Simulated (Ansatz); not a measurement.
MoS2:
```
CELL_PARAMETERS angstrom
      3.15602     0.00000     0.00000
     -1.57801     2.73319     0.00000
      0.00000     0.00000    12.12825
ATOMIC_POSITIONS crystal
  Mo 0.00000 0.00000 0.25000
  Mo 0.00000 0.00000 0.75000
  S  0.33333 0.66667 0.37881
  S  0.66667 0.33333 0.62119
  S  0.66667 0.33333 0.87881
  S  0.33333 0.66667 0.12119
```

Relaxed with PBE+D3(BJ). Special points in fractions of this cell's reciprocal vectors: Γ (0.000, 0.000, 0.000); M (0.500, 0.000, 0.000); K (0.333, 0.333, 0.000); A (0.000, 0.000, 0.500); L (0.500, 0.000, 0.500); H (0.333, 0.333, 0.500).

**Question.** List the band energies nearest the valence-band maximum at these points for plane-wave PAW PBE+D3(BJ) with spin–orbit coupling (Ansatz code).

**Answer.** In eV from the valence-band maximum; about four levels below and three above (degenerate sets whole), none deeper than 8.9 eV; points with the same levels are listed once.

```csv
k,below,above
Γ,-1.18 -1.18 0.00 0.00,1.90 1.90 1.98 1.98
M,-1.61 -1.61 -1.23 -1.23,1.53 1.53 1.58 1.58
K,-0.85 -0.85 -0.71 -0.71,0.96 0.96 0.99 0.99
A,-0.30 -0.30 -0.30 -0.30,1.97 1.97 1.97 1.97
L,-1.32 -1.32 -1.32 -1.32,1.55 1.55 1.55 1.55
H,-0.83 -0.83 -0.68 -0.68,0.97 0.97 0.98 0.98
```

Space group P6_3/mmc. The workflow started from a Materials Project entry (that database holds measured and hypothetical structures alike). Its sites differ from those of the usual phase in this space group: another stacking or structure type. The PBE+D3(BJ) relaxation kept the symmetry of its start; its stability against distortions is not shown here. No spin polarisation was allowed.

Potentials: the earlier of the program's two PAW sets.
